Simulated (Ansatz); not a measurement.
Cu2O (cuprite type, space group Pn-3m)

```
CELL_PARAMETERS angstrom
      4.22235     0.00000     0.00000
      0.00000     4.22235     0.00000
      0.00000     0.00000     4.22235
ATOMIC_POSITIONS crystal
  Cu 0.75000 0.75000 0.75000
  Cu 0.75000 0.25000 0.25000
  Cu 0.25000 0.75000 0.25000
  Cu 0.25000 0.25000 0.75000
  O  0.00000 0.00000 0.00000
  O  0.50000 0.50000 0.50000
```

Equation-of-state scan: isotropic scaling of the cell above, V₀ being its volume. Symmetry pins the atoms to their sites.

Calculation: PBEsol (plane waves to 420 eV, PAW, scalar-relativistic; Ansatz, a quantum-chemistry and plane-wave program). k mesh 8×8×8 (Γ-centred), Fermi-Dirac smearing 0.05 eV. The energy includes the smearing's −TS. Cu2O is run without spin polarisation. Cu2O was relaxed with its symmetry unable to fall. ΔE is measured from the relaxed starting cell.

```tsv
V (Å³/atom)	ΔE (meV/atom)
11.793	20.8
11.982	11.3
12.170	4.9
12.358	1.2
12.546	0.0
12.734	1.2
12.923	4.4
13.111	9.6
13.299	16.5
```

Task: What is the fitted pressure derivative B₀′?

Result: 4.8.

Task: What bulk modulus B₀ follows from a third-order Birch-Murnaghan fit?

Result: 131 GPa. Check by three points about V = 12.546 Å³/atom, step 0.188: d²E/dV² ≈ (1.2 − 2·0.0 + 1.2) meV / 0.188² = 0.0678 eV/Å⁶, and V·d²E/dV² × 160.2 = 136 GPa.

(Under strain, the slope of the energy per volume gives the stress and its curvature an elastic modulus.)
